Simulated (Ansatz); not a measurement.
BaMg2FeH8 in space group P-3m1 (No. 164; Pearson symbol hP12), DFT-r²SCAN in the program Ansatz with PAW potentials. The conduction-band minimum lies at M, with 3 equivalent valleys. Second derivatives d²E/dk² of the lowest band at one valley (eV·Å²), along Cartesian directions:

```csv
direction,d²E/dk²
[100],7.662
[010],10.85
[001],10.55
[110],9.259
[101],9.107
[011],12.69
```

### Question
Find the principal effective masses, the density-of-states mass and the conductivity mass.

### Answer
Off-diagonal terms follow from H_xy = H[110] − (H_xx + H_yy)/2, and m*/mₑ = 7.620 eV·Å² over each eigenvalue: 0.60, 0.88, 0.99. One valley's DOS mass (m₁m₂m₃)^(1/3) = 0.81, conductivity mass 3/(Σ 1/mᵢ) = 0.79 mₑ.

### Question
What effective density of states Nc follows at 300 K for parabolic valleys?

### Answer
Nc = 2.509e19 × 3 × (0.81)^(3/2) ≈ 5.5e19 cm⁻³.

The workflow started from a Materials Project entry (that database holds measured and hypothetical structures alike); the Crystallography Open Database copy checked does not list it. Its standing as an ambient phase is unchecked. Symmetry was held in the r²SCAN relaxation; its stability against distortions is not shown here. The run is not spin-polarised. Spin–orbit coupling is left out wherever it is not named.

Potentials: the later of the program's two PAW sets.

Edges and masses are those of Kohn–Sham bands, whose gap is no quasiparticle gap.
